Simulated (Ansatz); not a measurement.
Cs3CoF6:
Space group Fm-3m (No. 225); a = b = c = 9.2662 Å, α = β = γ = 90.00°

```tsv
atom	site	symmetry	x	y	z
Cs	8c	-43m	0.2500	0.2500	0.2500
Cs	4b	m-3m	0.5000	0.5000	0.5000
Co	4a	m-3m	0.0000	0.0000	0.0000
F	24e	4m.m	0.0000	0.0000	0.1994
```
(The calculation used a cell of 10 atoms; values per cell refer to that cell.)

Relaxed with r²SCAN. r²SCAN in the plane-wave PAW code Ansatz gives a gap of 2.71 eV.

**Question.** What gap does HSE06 give on the same cell (Ansatz, PAW)?

**Answer.** 5.50 eV, 2.79 eV more. The hybrid was solved on a coarser mesh and at special points; its gap is the smallest among all of these.

```csv
k,v1 r²SCAN,c1 r²SCAN,v1 HSE06,c1 HSE06
Γ,-0.01,2.71,0.00,5.50
X,0.00,2.73,(withheld),(withheld)
L,-0.01,2.92,(withheld),(withheld)
W,0.00,2.74,(withheld),(withheld)
K,0.00,2.77,(withheld),(withheld)
```

**Question.** Top valence (v1) and lowest conduction level (c1) in eV from each method's valence maximum (which need not be a listed point): supply the withheld HSE06 values.

**Answer.** 
- K, v1 HSE06: -0.02
- K, c1 HSE06: 5.56
- L, v1 HSE06: -0.01
- L, c1 HSE06: 5.74
- X, v1 HSE06: -0.01
- X, c1 HSE06: 5.53
- W, v1 HSE06: -0.01
- W, c1 HSE06: 5.53

Cost on shared cores: the r²SCAN run (SCF on a 5×5×5 mesh, then bands and DOS) about 110 core-seconds (a rough figure), the HSE06 run (SCF on 3×3×3, then a few points) about 4 core-minutes (a rough figure); the tasks are unlike.

The first step of the workflow began from a Materials Project structure, measured or hypothetical; the Crystallography Open Database copy checked does not list it. Its standing as an ambient phase is unchecked. The cell was relaxed with r²SCAN under the symmetry of its start; its stability against distortions is not shown here. No spin polarisation was allowed. No Hubbard U is applied. Scalar-relativistic: spin–orbit coupling is off unless named, which matters more the heavier the elements.

Potentials: the later of the program's two PAW sets.
